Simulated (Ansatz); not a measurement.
Phonons of SiO2 (alpha-cristobalite type, space group P4_12_12) at Γ.

SiO2 (alpha-cristobalite type, space group P4_12_12)

```
CELL_PARAMETERS angstrom
      5.08475     0.00000     0.00000
      0.00000     5.08475     0.00000
      0.00000     0.00000     7.10083
ATOMIC_POSITIONS crystal
  Si 0.29375 0.29375 0.50000
  Si 0.79375 0.20625 0.25000
  Si 0.20625 0.79375 0.75000
  Si 0.70625 0.70625 0.00000
  O  0.24122 0.09325 0.67415
  O  0.74122 0.40675 0.07585
  O  0.25878 0.59325 0.57585
  O  0.75878 0.90675 0.17415
  O  0.90675 0.75878 0.82585
  O  0.40675 0.74122 0.92415
  O  0.59325 0.25878 0.42415
  O  0.09325 0.24122 0.32585
```

Computed with PBE (plane waves to 420 eV, PAW, scalar-relativistic; Ansatz, an electronic-structure program). DFPT wavenumbers on a 6×6×4 k mesh, in cm⁻¹; i marks imaginary ones, q is in fractions of the reciprocal vectors of the cell shown, and the three acoustic modes at Γ are left out. The non-analytic (LO-TO) term is not included, so polar modes at Γ have their transverse values. SiO2 was relaxed with its symmetry unable to fall.

```tsv
q	wavenumbers (cm⁻¹)
Γ	34, 106, 131 (×2), 204, 256 (×2), 271, 281, 346, 357 (×3), 380, 409, 437 (×2), 459, 585 (×2), 748, 751, 752, 755 (×2), 1042, 1044 (×2), 1045, 1046, 1104, 1166 (×2)
```

The structure shows no imaginary mode at these points (lowest 34 cm⁻¹ at Γ); other wave vectors were not tested.

Highest mode: 1166 cm⁻¹ at Γ.
